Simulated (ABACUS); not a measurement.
ABACUS run on Mo2N (I4_1/amd, 6 atoms in the cell; from Materials Project mp-27953): self-consistent single point.

All values come from this method and carry its errors: PBEsol, numerical atomic orbitals SZP (confined pseudo-atomic orbitals; energy shift 0.003 Ry), PseudoDojo 0.4 standard norm-conserving PBEsol (tails mended) pseudopotentials (ABACUS).

```
CELL_PARAMETERS angstrom
     -2.12778     2.12778     3.97509
      2.12778    -2.12778     3.97509
      2.12778     2.12778    -3.97509
ATOMIC_POSITIONS crystal
  Mo 0.98696 0.48696 0.50000
  Mo 0.23696 0.23696 0.00000
  Mo 0.76304 0.76304 0.00000
  Mo 0.51304 0.01304 0.50000
  N  0.25000 0.75000 0.50000
  N  0.50000 0.50000 0.00000
```

Reference input (self-consistent single point, DFT, PBEsol, plane waves, PseudoDojo 0.4 standard norm-conserving PBEsol (tails mended) pseudopotentials): KPT = Gamma 5 5 5 0 0 0; basis_type = pw; ecutwfc = 84 Ry; smearing_method = gaussian; smearing_sigma = 0.0199916 Ry; potentials = PseudoDojo 0.4 standard norm-conserving PBEsol (tails mended); symmetry = 1; symmetry_prec = 1e-05; ks_solver = dav; scf_nmax = 100; scf_thr = 1.0e-09 Ry; mixing_type = broyden. This run's input differs from it in these lines:

```diff
@@ -4,5 +4,6 @@
 calculation          scf
-basis_type           pw
+basis_type           lcao
 pseudo_dir           ./
-ecutwfc              84.0
+orbital_dir          ./
+ecutwfc              100.0
 symmetry             1
@@ -11,5 +12,5 @@
 smearing_sigma       0.0199916
-ks_solver            dav
+ks_solver            genelpa
 scf_nmax             100
-scf_thr              1.0e-09
+scf_thr              1.0e-07
 mixing_type          broyden
@@ -18,2 +19,3 @@
 cal_stress           1
+out_mul              1
 device               cpu
@@ -23,2 +25,6 @@
 N 14.007 N.upf
+
+NUMERICAL_ORBITAL
+Mo_pbesol_8.9au_2s2p1d.orb
+N_pbesol_5.7au_1s1p1d.orb
```

Output (repeated stretches shortened):

```
 SELF-CONSISTENT
 -------------------------------------------

                  longest orb rcut (Bohr) = 8.9
   longest nonlocal projector rcut (Bohr) = 1.5
                     search radius (Bohr) = 20.8

                          real space grid = [ 60, 60, 60 ]
                                 init_chg = atomic

 LCAO ALGORITHM --------------- ION=   1  ELEC=   1--------------------------------

 Density error is 0.108857305962
 E_KohnSham     -602.7174037536      -8200.3909748159
 E_Fermi        1.6356656084         22.2543722975

 LCAO ALGORITHM --------------- ION=   1  ELEC=   2--------------------------------

   [... lines left out ...]

   [... 6 blocks of this kind left out ...]

 LCAO ALGORITHM --------------- ION=   1  ELEC=   9--------------------------------

 Density error is 3.22503203552e-07
 E_KohnSham     -603.4905944278      -8210.9107736254
 E_Fermi        1.5587782933         21.2082667080

 LCAO ALGORITHM --------------- ION=   1  ELEC=  10--------------------------------

 Density error is 2.00549428387e-08
 E_KohnSham     -603.4905944281      -8210.9107736287
 E_KS(sigma->0) -603.4854348203      -8210.8405735643
 E_entropy(-TS) -0.0103192154        -0.1404001287
 E_Fermi        1.5587781384         21.2082646005
 charge density convergence is achieved
 final etot is -8210.9107736 eV
 EFERMI = 21.208264601 eV

 STATE ENERGY(eV) AND OCCUPATIONS    NSPIN == 1
   [... 40 lines left out ...]

 TOTAL-FORCE (eV/Angstrom)
                       Mo1         0.0000000000         0.0000000000        -0.1105426033
                       Mo2         0.0000000000         0.0000000000        -0.1105426033
                       Mo3         0.0000000000         0.0000000000         0.1105426033
                       Mo4         0.0000000000         0.0000000000         0.1105426033
                        N1         0.0000000000         0.0000000000         0.0000000000
                        N2         0.0000000000         0.0000000000         0.0000000000

 TOTAL-STRESS (KBAR)
         4.8845343568         0.0000000000         0.0000000000
         0.0000000000         4.8845343568         0.0000000000
         0.0000000000         0.0000000000        26.2714463725
 TOTAL-PRESSURE: 12.013505 KBAR

 --------------------------------------------
 !FINAL_ETOT_IS -8210.9107736286914587 eV
 --------------------------------------------
```

The run converged in 10 iterations. Against the reference run the free energy rises by 562 meV/atom, the pressure goes from -6.42 to 1.20 GPa and the largest force goes from 0.248 to 0.111 eV/Å.

The atom-centred basis is finite, which shifts total energies, pressures and forces against plane waves. A single-zeta basis is rough, for pressures and forces above all. This run is one point of a test of settings, so its values need not be converged; read them against the reference run alone. The structure comes from a collection of computed structures, made at another level of theory; the collection holds predicted forms beside known ones. No clean gap shows at this smearing width and mesh (spacing up to 0.42 Å⁻¹); the mesh is coarse for partly filled bands, so the values carry mesh errors.

Cost on one core: about 40 core-seconds (a rough figure).

The atomic orbitals were generated for these runs; they are not ABACUS's published sets and were checked against plane waves on a few crystals only.

“Tails mended”: in these copies of the files the far tail of each local potential was reset to the Coulomb form.
